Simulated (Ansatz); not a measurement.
SrO (rock salt, space group No. 225) at seven volumes, DFT-HSE06 in the program Ansatz with PAW potentials, scaled uniformly. One row is withheld.

```csv
V (Å³/atom),P (GPa)
15.569,10.78
16.082,6.58
16.595,?
17.108,0.01
17.622,-2.55
18.135,-4.73
18.648,-6.58
```

**Question.** Fit the shown pressures and predict the withheld one.

**Answer.** P = (3/2)B₀(x^(7/2) − x^(5/2))[1 + (3/4)(B′ − 4)(x − 1)] with x = (V₀/V)^(2/3). Least squares on the six rows gives V₀ = 17.110 Å³/atom, B₀ = 92.5 GPa, B′ = 4.45. At V = 16.595, x = 1.0206 and P = 3.03 GPa. The run itself gave 3.03 GPa.

Space group Fm-3m (rock salt). The cell was relaxed with HSE06 under the symmetry of its start.

Potentials: the later of the program's two PAW sets.
